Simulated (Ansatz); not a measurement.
CaClF (space group P4/nmm)

```
CELL_PARAMETERS angstrom
      3.86667     0.00000     0.00000
      0.00000     3.86667     0.00000
      0.00000     0.00000     6.87431
ATOMIC_POSITIONS crystal
  Ca 0.00000 0.50000 0.80682
  Ca 0.50000 0.00000 0.19318
  Cl 0.50000 0.00000 0.64659
  Cl 0.00000 0.50000 0.35341
  F  0.50000 0.50000 0.00000
  F  0.00000 0.00000 0.00000
```

The volume is varied about the relaxed value V₀ at fixed cell shape. The atoms relax within the cell's symmetry.

Level of theory: r2SCAN (plane waves to 500 eV, PAW, scalar-relativistic; Ansatz, a program for electronic structure). k mesh 9×9×5 (Γ-centred), Fermi-Dirac smearing 0.05 eV. Energies are smeared free energies. With the shape held, the modulus is that of even scaling; a crystal free to change shape is softer. CaClF was relaxed with its symmetry unable to fall. The zero of ΔE is the relaxed starting cell.

```
V (Å³/atom)  ΔE (meV/atom)
-----------  -------------
16.102                12.8
16.273                 8.7
16.445                 5.5
16.616                 3.0
16.787                 1.3
16.959                 0.3
17.130                 0.0
17.301                 0.3
17.472                 1.2
17.644                 2.6
17.815                 4.6
17.986                 7.0
18.158                 9.9
```

Question: What bulk modulus at fixed cell shape B₀ follows from a third-order Birch-Murnaghan fit?

Answer: 58.4 GPa.

Question: What is the fitted pressure derivative B₀′?

Answer: 5.3.

(Under strain, the slope of the energy per volume gives the stress and its curvature an elastic modulus.)
